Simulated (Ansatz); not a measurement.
## MoSe in the zincblende structure

Level of theory: DFT, PBE with spin–orbit coupling, two-component spinors; plane waves to 420 eV with PAW datasets (Ansatz 0.2.0), 10×10×10 k-mesh, Gaussian smearing of 0.05 eV. The datasets are Ansatz's generated set soft_2.

```xyz
2
Lattice="0.0000 2.8405 2.8405 2.8405 0.0000 2.8405 2.8405 2.8405 0.0000" Properties=species:S:1:pos:R:3 pbc="T T T"
Mo    0.0000    0.0000    0.0000
Se    1.4203    1.4203    1.4203
```

The structure was built from a prototype; whether the compound forms in it isn't claimed.

Starting moments: Mo 3.0 μB on each such atom, all parallel. Spin axis [001] (Cartesian).

The run ends ferromagnetic, with site spin moments Mo 0.81 μB.

The pressure at this geometry is -0.1 GPa.

Task: Which orbitals carry the states at the Fermi level, and how many states are there?

Result: Within 0.1 eV of it: Mo 4d 91 % (shares among the projected shells; no valence p shell of Mo is among them). The density of states at the Fermi level is about 2.6 states/eV per cell, averaged over 0.3 eV.

Density of states (tetrahedra, averaged over 0.5 eV; states/eV per cell of 2 atoms; energy in eV from the Fermi level; projections on Löwdin-orthogonalised atomic orbitals, summed over sites):

```csv
E,total,Mo 4d,Se 4p,Mo 5s,Se 4s,Mo 4p
-5.60,2.85,0.60,1.91,0.28,0.02,0.01
-5.10,1.38,0.33,0.93,0.09,0.00,0.01
-4.60,4.59,1.52,2.92,0.09,0.00,0.02
-4.10,2.80,0.74,2.00,0.02,0.00,0.02
-3.60,0.19,0.03,0.15,0.00,0.00,0.00
-3.10,0.00,0.00,0.00,0.00,0.00,0.00
-2.60,0.00,0.00,0.00,0.00,0.00,0.00
-2.10,0.00,0.00,0.00,0.00,0.00,0.00
-1.60,1.26,1.14,0.04,0.02,0.01,0.00
-1.10,2.38,2.21,0.07,0.02,0.01,0.00
-0.60,2.36,2.20,0.07,0.03,0.01,0.00
-0.10,2.72,2.36,0.18,0.05,0.02,0.00
0.40,1.87,1.59,0.13,0.03,0.03,0.00
0.90,1.51,1.14,0.21,0.01,0.05,0.00
1.40,1.88,1.29,0.35,0.03,0.08,0.00
1.90,2.31,1.42,0.54,0.10,0.11,0.00
2.40,1.88,1.14,0.52,0.05,0.05,0.00
2.90,1.00,0.56,0.30,0.05,0.03,0.00
3.40,0.71,0.35,0.23,0.07,0.02,0.00
```

Site moments are of spin, integrated over Gaussian weights of 0.5 Å, which gives about a tenth less on f atoms than spheres do. The moments were started parallel, and the real magnetic order may be another.
